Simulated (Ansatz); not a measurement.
The cell below belongs to a search over invented structures; it isn't taken from experiment.

Input and command of a plane-wave DFT calculation in Ansatz:

```yaml
crystal:
  lattice:
    - [0.0, 4.1435220634, 7.0970520443]
    - [2.3598571453, 0.0, 7.0970520443]
    - [2.3598571453, 4.1435220634, 0.0]
  atoms:
    - { symbol: Ge, position: [0.1712211404, 0.4958117572, 0.5041882428] }
    - { symbol: Ge, position: [0.5041882428, 0.8287788596, 0.1712211404] }
    - { symbol: Ge, position: [0.8378179357, 0.1621820643, 0.8378179357] }
    - { symbol: Ge, position: [0.4958117572, 0.1712211404, 0.8287788596] }
    - { symbol: Ge, position: [0.8287788596, 0.5041882428, 0.4958117572] }
    - { symbol: Ge, position: [0.1621820643, 0.8378179357, 0.1621820643] }
    - { symbol: Mo, position: [0.5, 0.5, 0.5] }
    - { symbol: W, position: [0.8336621506, 0.8336621506, 0.1663378494] }
    - { symbol: W, position: [0.1663378494, 0.1663378494, 0.8336621506] }
basis:
  ecutwfc: 420
kpoints:
  mp_grid: { grid: [10, 10, 10] }
hamiltonian:
  xc: pbe
scf:
  occupations: { method: gaussian, width: 0.1 }
output:
  forces: true
  stress: true
  eigenvalues: true
relax:
  adjacent_minimum: "off"
  f_tol: 0.01
  max_steps: 80
  cell: { stress_tol: 0.05 }
```

```bash
ansatz run input.yaml --threads 1 --pin off --max-ram 2560MiB --backend cpu --events-out ev --progress --plain --runs-dir out
```

Processor: Intel(R) Xeon(R) Processor @ 2.70GHz, 1 thread, on a host shared with other jobs.

Estimate time, memory and problem size.

About 8.4 min, peak memory 1.4 GiB. It solves 76 bands at 171 k points (after reduction by symmetry) with about 2685 plane waves (on the last cell), in 27 SCF iterations over 4 ionic steps.
